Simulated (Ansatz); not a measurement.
BAs:
Space group F-43m (No. 216); a = b = c = 4.784 Å, α = β = γ = 90.00°

| atom | site | symmetry | x | y | z |
|---|---|---|---|---|---|
| As | 4c | -43m | 0.2500 | 0.2500 | 0.2500 |
| B | 4a | -43m | 0.0000 | 0.0000 | 0.0000 |
(The calculation used a cell of 2 atoms; values per cell refer to that cell.)

Relaxed with r²SCAN.

Problem. Tabulate the valence density and the electron localisation function along the shortest As–B contact (2.07 Å), r²SCAN (plane waves, PAW; program Ansatz).

Solution. 

| distance from As (Å) | density (e/Å³) | ELF |
|---|---|---|
| 0.21 | 24.93 | 0.14 |
| 0.31 | 17.06 | 0.15 |
| 0.41 | 10.20 | 0.23 |
| 0.52 | 5.46 | 0.38 |
| 0.62 | 2.81 | 0.54 |
| 0.73 | 1.56 | 0.67 |
| 0.83 | 1.05 | 0.76 |
| 0.93 | 0.87 | 0.82 |
| 1.04 | 0.80 | 0.87 |
| 1.14 | 0.77 | 0.90 |
| 1.24 | 0.76 | 0.91 |
| 1.35 | 0.77 | 0.89 |
| 1.45 | 0.79 | 0.82 |
| 1.55 | 0.78 | 0.65 |
| 1.66 | 0.72 | 0.37 |
| 1.76 | 0.59 | 0.11 |
| 1.86 | 0.42 | 0.01 |

The density is the valence pseudo-density with augmentation charge, so density and ELF within about 1 Å of a nucleus are not all-electron values.

The r²SCAN relaxation kept the symmetry of its start.

Potentials: the later of the program's two PAW sets.
